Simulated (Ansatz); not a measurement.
Crystals of one structure type (zinc blende) and one family of elements, relaxed and computed with DFT-PBEsol in the program Ansatz with PAW potentials.

| crystal | gap (eV) | ε∞ |
|---|---|---|
| BAs | 1.08 | 9.87 |
| BP | 1.11 | 9.30 |
| AlAs | 1.34 | 9.51 |
| GaP | 1.45 | 10.6 |
| AlN | 3.19 | ? |
| BN | 4.29 | 4.63 |

Task: Fit a straight line to ln ε∞ against ln E_g and predict the withheld value.

Result: Least squares on the 5 shown rows: ln ε∞ = -0.56 × ln E_g + (2.391), with a scatter of 10.3 %. For AlN this gives 5.71. The run itself gave 4.65, a miss of 22.8 % of that, well beyond the scatter: the line misses something about this case.

All cells were relaxed under the symmetry of their starts (and spin orders); stability against distortions was not tested throughout. Scalar-relativistic: spin–orbit coupling is off unless named, which matters more the heavier the elements.

Potentials: the earlier of the program's two PAW sets. The files were generated under PBE; for other functionals the program regenerates the frozen cores, and for LDA and PBEsol the local potential too.
